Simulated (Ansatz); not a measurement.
# What DFT gives for BaLa2GeS4

```
Ge La S Ba
1.0
    -3.55593    3.55593    4.17514
     3.55593   -3.55593    4.17514
     3.55593    3.55593   -4.17514
Ge La S Ba
1 2 4 1
Cartesian
  0.0000 0.0000 4.1751
  0.0000 3.5559 2.0876
  3.5559 0.0000 2.0876
  1.3392 1.3392 2.8725
  1.3392 -1.3392 5.4778
  2.2168 2.2168 -1.3026
  -1.3392 1.3392 5.4778
  0.0000 0.0000 0.0000
```

Level: PBEsol, no spin polarisation; 420 eV; 7×7×7 Γ-centred mesh; fermi-dirac occupations (width 0.0166 eV); Ansatz 0.2.0, fixed geometry.

Q: Describe some of the short contacts.

A: Ge–S at 2.30 Å: least valence density 0.60 e/Å³ and ELF 0.54 there. La–S at 2.71 Å: least valence density 0.38 e/Å³ and ELF 0.26 there. Ba–S at 3.39 Å: least valence density 0.10 e/Å³ and ELF 0.08 there. Both are smooth PAW fields, read partly inside the augmentation spheres.

Q: Is the cell too large or too small?

A: The pressure is 5.8 GPa (compression positive), so with the atoms held at these fractions the cell would first expand; the forces are large, so a full relaxation may end otherwise. The principal stresses 1.5, 8.0, 8.0 GPa differ, so its shape would change too.

Q: Is it stable against the elements?

A: -1.19 eV an atom against the elements' usual phases (free molecules for gases, crystals otherwise, with no correction for O₂ or N₂), so it is bound against them; other compounds may still compete. Relaxing would lower it.

Q: Is there a gap?

A: It is a metal, with about 4.9 states/eV a cell as the mean within 0.25 eV of the Fermi level, mostly La d (48 %).

Q: How is the charge shared?

A: Bader charges in e: Ba +1.18, La +1.31, Ge +0.98, S -1.20. In the mean La gives up most and S takes most.

Q: Which atom feels the largest force, and which way?

A: The largest is on S4 (and as large on other atoms): 0.85 eV/Å, components (0.58, 0.58, -0.25). It makes 163° with the line to a nearest neighbour, Ge1 at 2.30 Å, pointing away from it.

Origin: a known structure type with other elements, at an estimated volume, so it need not be a known compound. Caveats: many states at the Fermi level without spin polarisation, so a magnetic state may lie lower; f levels without a U or exact exchange are poorly placed.
